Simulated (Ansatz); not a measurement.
Relaxation of a randomly generated symmetric cell of Bi2Se3 (space group No. 137); 10 atoms in the cell, which starts as P4₂/nmc, origin choice 1 (No. 137), tP10; a = b = 4.743 Å, c = 14.592 Å, α = β = γ = 90.00°. All values below come from r2SCAN (plane waves to 500 eV, PAW, scalar-relativistic; Ansatz, an electronic-structure program). Γ-centred k-mesh 5×5×2 on the run's cell (coarser than for final values), Fermi–Dirac smearing 0.05 eV. This is the first round of the run. 

The optimiser's lines from the output (shortened; P is positive under compression):

```
relax step   1: F+E_penalty+E_count = -82520.88221243 eV  Δ(F+E_penalty+E_count) = +0.000e0 eV  max|allowed force component| = 9.104e-1 eV/Å  Δτ_max = 0.0000 Å  P = -5.408 GPa  Ω = 328.187 Å³  (9 SCF iters, dr2 threshold 1.00e-7 eV, accepted)
relax step   2: F+E_penalty+E_count = -82521.83098500 eV  Δ(F+E_penalty+E_count) = -9.488e-1 eV  max|allowed force component| = 6.765e-1 eV/Å  Δτ_max = 0.1311 Å  P = +1.294 GPa  Ω = 291.952 Å³  (8 SCF iters, dr2 threshold 1.00e-6 eV, accepted)
relax step   3: F+E_penalty+E_count = -82522.19786913 eV  Δ(F+E_penalty+E_count) = -3.669e-1 eV  max|allowed force component| = 4.056e-1 eV/Å  Δτ_max = 0.0804 Å  P = +1.234 GPa  Ω = 285.495 Å³  (7 SCF iters, dr2 threshold 1.00e-6 eV, accepted)
relax step   4: F+E_penalty+E_count = -82522.34427878 eV  Δ(F+E_penalty+E_count) = -1.464e-1 eV  max|allowed force component| = 1.674e-1 eV/Å  Δτ_max = 0.1095 Å  P = +0.421 GPa  Ω = 293.433 Å³  (7 SCF iters, dr2 threshold 1.00e-6 eV, accepted)
relax step   5: F+E_penalty+E_count = -82522.34979358 eV  Δ(F+E_penalty+E_count) = -5.515e-3 eV  max|allowed force component| = 9.773e-3 eV/Å  Δτ_max = 0.0143 Å  P = -0.036 GPa  Ω = 294.528 Å³  (6 SCF iters, dr2 threshold 1.00e-6 eV, accepted)
relax step   6: F+E_penalty+E_count = -82522.34987256 eV  Δ(F+E_penalty+E_count) = -7.898e-5 eV  max|allowed force component| = 5.451e-3 eV/Å  Δτ_max = 0.0020 Å  P = +0.005 GPa  Ω = 294.427 Å³  (6 SCF iters, dr2 threshold 1.14e-8 eV, accepted)
relax step   7: F+E_penalty+E_count = -82522.34864991 eV  Δ(F+E_penalty+E_count) = +1.223e-3 eV  max|allowed force component| = 5.578e-3 eV/Å  Δτ_max = 0.0000 Å  P = +0.003 GPa  Ω = 294.427 Å³  stress off target by 3.82e-3 GPa  SCF on the basis re-selected at this cell (its energy is not comparable with the rows above)  (7 SCF iters)
```

From the first to the last row the energy changes by -0.15 eV/atom and the volume by -10.3 %. The last row is marked as not comparable with the walk above it, whose basis was carried along; it does compare with step 1, since both stand on a basis selected at the nominal cutoff for their own cell.

Later rounds, restarted from the end of this one on a renewed k-mesh, logged 4 more steps and released under 0.01 eV/atom more. The final structure after all rounds: I4/mmm (No. 139), tI10; a = b = 4.765 Å, c = 12.952 Å, α = β = γ = 90.00°. Between re-selections the logged energies stand on a plane-wave basis carried along with the cell. No spin polarisation in the result.

The run could not lose the symmetry of its start, so the end can be a saddle point.

The relaxed structure here is a generated cell of Bi2Se3: the first start was made by a random draw of sites in a space group, and the end was not matched to a known phase here, so it may be hypothetical. Known forms of Bi2Se3 include space group No. 166.
